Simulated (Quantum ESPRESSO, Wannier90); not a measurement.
**Wannierisation of YSF (P4/nmm)**

```
begin unit_cell_cart
ang
    3.7729900000    0.0000000000    0.0000000000
    0.0000000000    3.7729900000    0.0000000000
    0.0000000000    0.0000000000    6.8266700000
end unit_cell_cart
begin atoms_frac
Y    0.0000000000  0.5000000000  0.2272300000
Y    0.5000000000  0.0000000000 -0.2272300000
S    0.0000000000  0.5000000000 -0.3544300000
S    0.5000000000  0.0000000000  0.3544300000
F    0.0000000000  0.0000000000  0.0000000000
F    0.5000000000  0.5000000000  0.0000000000
end atoms_frac
```

Cell from Materials Project (mp-10086), symmetrised, no further relaxation. Not found in the COD (Crystallography Open Database) copy used, which has the formula in other groups; not checked further. Computed values, not measurements, from PBEsol: Quantum ESPRESSO (norm-conserving PseudoDojo potentials, cutoff 68 Ry, spinors with spin-orbit coupling) on a Γ-centred 4×4×4 mesh, then Wannier90. Density: 8×8×6 mesh, Gaussian smearing 0.01 Ry.

Bands 5-8,21-48 form an isolated set from -24.54 to 0.00 eV relative to the valence-band maximum (on the path) and are turned into 32 Wannier functions by minimising the spread from the start: SCDM (isolated). Bands 9–12 (Y 4p 89 %, F 2s 9 %), 13–20 (Y 4p 93 %, F 2s 5 %) lie between the kept ones and are excluded.

Problem. Where do the functions sit, how wide are they and what are they made of?

Solution. 
```json
[
 {"functions": "16", "spread (Å²)": "0.87", "nearest atom, distance (Å)": "F 0.26", "second atom, distance (Å)": "Y 2.18", "weight on atomic waves": "F 2p 69 %, F 2s 18 %, Y 4d 5 %"},
 {"functions": "12", "spread (Å²)": "1.66", "nearest atom, distance (Å)": "S 0.59", "second atom, distance (Å)": "Y 2.28", "weight on atomic waves": "S 3p 58 %, S 3s 20 %, Y 4d 15 %"},
 {"functions": "4", "spread (Å²)": "1.55", "nearest atom, distance (Å)": "S 0.63", "second atom, distance (Å)": "Y 2.22", "weight on atomic waves": "S 3p 58 %, S 3s 23 %, Y 4d 13 %"}
]
```

Ω_I = 35.54 Å², Ω_total = 40.12 Å²; the interpolated bands follow pw.x to 7.9 meV rms on the path. It is the lowest total spread that any start reached here.
